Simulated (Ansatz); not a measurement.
A relaxed cell of TiAu (P4/nmm (No. 129)), relaxed on a k-mesh at least as fine as the one used below. All values below come from PBEsol (plane waves to 420 eV, PAW, scalar-relativistic; Ansatz, a quantum-chemistry and plane-wave program). Γ-centred k-mesh 10×5×6 on the run's cell (coarser than for final values), Fermi–Dirac smearing 0.05 eV.

```yaml
crystal:
  lattice:
    - [3.30654, 0.00000, 0.00000]
    - [0.00000, 6.61307, 0.00000]
    - [0.00000, 0.00000, 6.01032]
  atoms:
    - { symbol: Ti, position: [0.00000, 0.25000, 0.63553] }
    - { symbol: Ti, position: [0.00000, 0.75000, 0.63553] }
    - { symbol: Ti, position: [0.50000, 0.00000, 0.36447] }
    - { symbol: Ti, position: [0.50000, 0.50000, 0.36447] }
    - { symbol: Au, position: [0.00000, 0.25000, 0.13891] }
    - { symbol: Au, position: [0.00000, 0.75000, 0.13891] }
    - { symbol: Au, position: [0.50000, 0.00000, 0.86109] }
    - { symbol: Au, position: [0.50000, 0.50000, 0.86109] }
```

The atoms are displaced by (Å):

| atom | ux | uy | uz |
|---|---|---|---|
| Ti1 | -0.002 | 0.146 | 0.061 |
| Ti2 | 0.084 | 0.043 | 0.051 |
| Ti3 | -0.043 | 0.083 | -0.136 |
| Ti4 | -0.024 | -0.021 | 0.010 |
| Au5 | 0.015 | -0.068 | 0.012 |
| Au6 | -0.017 | 0.037 | -0.018 |
| Au7 | -0.042 | 0.068 | 0.138 |
| Au8 | 0.070 | 0.038 | -0.044 |

Task: What forces (eV/Å) and pressure result?

Result: 
```
atom     Fx     Fy     Fz
----  -----  -----  -----
Ti1    0.11  -1.56  -0.68
Ti2   -0.62   0.50  -0.69
Ti3    0.55  -0.86   2.24
Ti4    0.32   0.71  -0.29
Au5   -0.43   1.83  -0.19
Au6   -0.01  -0.64   0.33
Au7    0.46  -0.27  -1.76
Au8   -0.36   0.29   1.03
```

Pressure +3.2 GPa.

Task: Estimate the energy cost of the displacement in the harmonic approximation and compare with the calculation.

Result: For a harmonic well ΔE = −½ Σ F·u = 0.630 eV a cell, or 79 meV/atom. The calculated energy relative to the undisplaced cell is +0.08 eV/atom, so the harmonic estimate holds well.

No spin polarisation in the result.

The run that gave the undisplaced cell could not lose the symmetry of its start; a randomly shaken copy of 8 atoms returns to this structure.

The first start was generated by placing the elements on the sites of a structure type. Materials Project lists a structure of TiAu in the same space group, P4/nmm (No. 129); the sites were not compared with it, nor with measured phases.
